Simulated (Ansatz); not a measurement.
A generated cell, not matched to a known phase here, of SrCa$_{2}$: I4/mmm (No. 139), tI6; a = b = 3.9836 Å, c = 16.7090 Å, α = β = γ = 90.00°; Ca 4e (0.000, 0.000, 0.328); Sr 2a (0.000, 0.000, 0.000). Computed with PBEsol (plane waves to 420 eV, PAW, scalar-relativistic; Ansatz, a program for electronic structure). Element references, the lowest calculated here: Sr (Fm-3m), Ca (Fm-3m).

Q: Predict the formation energy of this I4/mmm form of SrCa2 from the elements from PBEsol.

A: 0.01 eV/atom.

A lower structure of this composition may exist, and whether it forms at all is not checked here.

Static energies, no anion corrections, no zero-point energy. Values are rounded to 0.01 eV/atom. Not shown to be the ambient phase of their composition (a lower form may be missing, and a cell relaxed within its start's symmetry can be a saddle point): SrCa2 (I4/mmm). The compounds carry no spin polarisation.
